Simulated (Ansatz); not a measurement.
Method: DFT PBE, scalar-relativistic, plane waves, PAW (Ansatz). All cells share a 420 eV cutoff and Γ-centred k meshes spaced about 0.3 Å⁻¹ or finer (0.25 for metals, 2π included). No spin polarisation.

All energies are static (0 K, no zero-point motion).

Two relaxed structures of Zr3W4Se:

A.

Space group P4/mmm (No. 123). a = 3.247 Å, b = 3.247 Å, c = 14.088 Å, α = 90.00°, β = 90.00°, γ = 90.00°
| atom | site | symmetry | x | y | z |
| --- | --- | --- | --- | --- | --- |
| Zr | 1b | 4/mmm | 0.0000 | 0.0000 | 0.5000 |
| Zr | 2h | 4mm | 0.5000 | 0.5000 | 0.8645 |
| W | 2g | 4mm | 0.0000 | 0.0000 | 0.2697 |
| W | 2h | 4mm | 0.5000 | 0.5000 | 0.3714 |
| Se | 1a | 4/mmm | 0.0000 | 0.0000 | 0.0000 |

B.

Space group P4mm (No. 99). a = 3.863 Å, b = 3.863 Å, c = 9.887 Å, α = 90.00°, β = 90.00°, γ = 90.00°
| atom | site | symmetry | x | y | z |
| --- | --- | --- | --- | --- | --- |
| Zr | 1a | 4mm | 0.0000 | 0.0000 | 0.7508 |
| Zr | 1b | 4mm | 0.5000 | 0.5000 | 0.2591 |
| Zr | 1b | 4mm | 0.5000 | 0.5000 | 0.7579 |
| W | 2c | 2mm. | 0.5000 | 0.0000 | 0.0012 |
| W | 2c | 2mm. | 0.5000 | 0.0000 | 0.5079 |
| Se | 1a | 4mm | 0.0000 | 0.0000 | 0.2139 |

Question: Which form is favoured at zero pressure, and by what margin per atom?

Answer: A is lower, by 0.41 eV/atom. A has space group P4/mmm (No. 123), 18.6 Å³/atom and no gap on its mesh; B has space group P4mm (No. 99), 18.4 Å³/atom and no gap. Counting W or Zr atoms around Se (for each partner element, those within 1.25 times its shortest distance or 1.15 times the sum of covalent radii, where it is the nearest in units of that sum or under 1.3; a plus sign parts groups by distance over the sum of covalent radii), A has Se 8 and B has Se 8+4. In A, Zr on a site of symmetry 4/mmm is surrounded by 8 W at 2.93 Å, 2 W at 3.24 Å and 4 Zr at 3.25 Å; W on its first site is surrounded by 4 W at 2.71 Å, 4 Zr at 2.98 Å, 1 Zr at 3.24 Å, 4 W at 3.25 Å and 1 Se at 3.80 Å; around Se lie 8 Zr at 2.99 Å, 4 Se at 3.25 Å and 2 W at 3.80 Å; 2 more sites not described. In B, around Zr on its first site lie 4 Zr at 2.73 Å and 8 W at 3.08–3.14 Å; around W on its first site lie 4 W at 2.73 Å, 2 Se at 2.86 Å and 6 Zr at 3.08–3.20 Å; Se has 4 Zr at 2.77 Å, 4 W at 2.86 Å and 4 W at 3.49 Å; 3 more sites not described. Both come from trial cells of a structure search, whose lowest cell (Amm2, 18.9 Å³/atom) lies 57 meV/atom below the lower of the two.

Spin–orbit coupling, which can matter for W, is left out. With atoms moved at random, A came back. B had no clear such test and can be a saddle point. Some candidate types were left out of the draw beforehand, so a known form may be missing.
